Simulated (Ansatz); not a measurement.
HgBr:
```cif
data_Br4Hg4
_chemical_formula_sum 'Hg4 Br4'
_space_group_name_H-M_alt 'I4/mmm'
_space_group_IT_number 139
_space_group_name_Hall '-I 4 2'
_cell_length_a 4.66780
_cell_length_b 4.66780
_cell_length_c 11.26382
_cell_angle_alpha 90.000
_cell_angle_beta 90.000
_cell_angle_gamma 90.000
loop_
_atom_site_label
_atom_site_type_symbol
_atom_site_symmetry_multiplicity
_atom_site_Wyckoff_symbol
_atom_site_fract_x
_atom_site_fract_y
_atom_site_fract_z
_atom_site_occupancy
Hg1 Hg 4 e 0.00000 0.00000 0.11452 1
Br1 Br 4 e 0.00000 0.00000 0.34332 1
```
(The calculation used a cell of 4 atoms; values per cell refer to that cell.)

Relaxed with r²SCAN+D4. Plane-wave PAW r²SCAN+D4 (Ansatz code) gives a gap of 2.33 eV.

### Question
What gap does HSE06 give on the same cell (Ansatz, PAW)?

### Answer
2.89 eV, 0.56 eV more. The hybrid was solved on a coarser mesh and at special points; its gap is the smallest among all of these.

| k | v1 r²SCAN+D4 | c1 r²SCAN+D4 | v1 HSE06 | c1 HSE06 |
|---|---|---|---|---|
| Γ | -1.20 | 3.41 | -1.40 | 4.06 |
| M | -0.62 | 2.78 | -0.54 | 3.34 |
| X | -1.24 | 3.36 | [?] | [?] |
| P | -0.79 | 2.57 | [?] | [?] |
| N | -0.01 | 3.32 | [?] | [?] |
| S0 | -0.25 | 3.85 | [?] | [?] |
| R | -1.03 | 3.39 | -1.07 | 4.04 |

### Question
Top valence (v1) and lowest conduction level (c1) in eV from each method's valence maximum (which need not be a listed point): supply the withheld HSE06 values.

### Answer

- P, v1 HSE06: -0.77
- P, c1 HSE06: 3.17
- N, v1 HSE06: -0.01
- N, c1 HSE06: 3.96
- X, v1 HSE06: -1.43
- X, c1 HSE06: 4.01
- S0, v1 HSE06: -0.24
- S0, c1 HSE06: 4.56

Cost on shared cores: the r²SCAN+D4 run (SCF on a 8×8×8 mesh, then bands and DOS) roughly 2.5 core-minutes, the HSE06 run (SCF on 6×6×6, then a few points) very roughly 13 core-minutes; the tasks are unlike.

The workflow started from a Materials Project entry (that database holds measured and hypothetical structures alike); the Crystallography Open Database files this formula in space group No. 139, but the cells were not matched. Whether it is the stable phase at ambient conditions was not checked. The cell was relaxed with r²SCAN+D4 under the symmetry of its start; whether a distortion lowers the energy is not shown. Spin–orbit coupling is left out wherever it is not named.

Potentials: the later of the program's two PAW sets.
